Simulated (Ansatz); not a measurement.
Here is the system:

Ta2Si:
```cif
data_Si2Ta4
_chemical_formula_sum 'Ta4 Si2'
_space_group_name_H-M_alt 'P 1'
_space_group_IT_number 1
_cell_length_a 4.98271
_cell_length_b 4.98271
_cell_length_c 4.98271
_cell_angle_alpha 104.645
_cell_angle_beta 104.645
_cell_angle_gamma 119.625
loop_
_space_group_symop_operation_xyz
  'x, y, z'
loop_
_atom_site_label
_atom_site_type_symbol
_atom_site_fract_x
_atom_site_fract_y
_atom_site_fract_z
_atom_site_occupancy
Ta1 Ta 0.66289 0.83711 0.50000 1
Ta2 Ta 0.33711 0.16289 0.50000 1
Ta3 Ta 0.83711 0.33711 0.17423 1
Ta4 Ta 0.16289 0.66289 0.82577 1
Si1 Si 0.25000 0.25000 0.00000 1
Si2 Si 0.75000 0.75000 0.00000 1
```

This is the LDA-relaxed structure.

Task: All from DFT-LDA in the program Ansatz with PAW potentials, unless another level is named. Estimate the electronic character.

Result: metallic (no gap).

Task: Give the formation energy from the elements (no fitted shifts).

Result: -0.58 eV/atom.

Task: Predict the density of states at the Fermi level.

Result: 0.44 states/eV per atom (mean over ±0.08 eV).

Space group I4/mcm. The workflow started from a Materials Project entry (that database holds measured and hypothetical structures alike); the Crystallography Open Database copy checked does not list it. Its standing as an ambient phase is unchecked. The LDA relaxation kept the symmetry of its start; of distortions, only those at the zone centre were tested. The run is not spin-polarised. The references are the lowest solids computed at this level, not always the standard phases. Scalar-relativistic: spin–orbit coupling is off unless named, which matters more the heavier the elements.

Potentials: the later of the program's two PAW sets.
